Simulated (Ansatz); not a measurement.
Theory: DFT PBE, scalar-relativistic, plane waves, PAW (Ansatz). Cutoff 420 eV, Γ-centred 6×6×2 mesh (12-atom cell), Gaussian smearing of 0.02 eV, no spin polarisation.

Formation energies are uncorrected and refer to the elements' standard structures at the same level.

Q: Find a candidate trigonal semiconductor with formula MgCd₂Se₃, with a gap near 0.9 eV, a formation energy near −0.84 eV/atom and about 29 Å³ per atom, in a cell of 12 atoms.

A: MgCd₂Se₃, space group P3m1 (No. 156). Around Mg on its first site lie 4 Se at 2.60–2.62 Å; Mg on its second site is surrounded by 4 Se at 2.61–2.62 Å; Cd on its first site is surrounded by 4 Se at 2.67–2.69 Å; Se on its first site is surrounded by 4 Mg at 2.60–2.62 Å; 8 more sites not described.

```
Mg Cd Se
1.0
     4.34360    0.00000    0.00000
    -2.17180    3.76167    0.00000
     0.00000    0.00000   21.16200
Mg Cd Se
2 4 6
Direct
  0.00000 0.00000 0.16912
  0.66667 0.33333 0.32839
  0.00000 0.00000 0.49500
  0.00000 0.00000 0.83538
  0.66667 0.33333 0.66513
  0.66667 0.33333 0.00593
  0.00000 0.00000 0.29189
  0.00000 0.00000 0.62193
  0.00000 0.00000 0.96242
  0.66667 0.33333 0.13287
  0.66667 0.33333 0.45151
  0.66667 0.33333 0.79216
```

* Volume per atom: 28.81 Å³
* Density: 4.67 g/cm³
* Energy over the elements: −0.837 eV/atom
* Gap on the 6×6×2 mesh of the 12-atom cell: 0.91 eV

It was reached by relaxing an invented guess, and it needn't be the stable form of this composition. Other answers may fit too; this one was computed.

Kohn–Sham gaps at this level usually fall short of measured ones. The reference form of Se is held partly by dispersion forces, which this level lacks. A later test with randomly moved atoms came back to the same energy, though modes that don't fit the test's cell weren't probed.
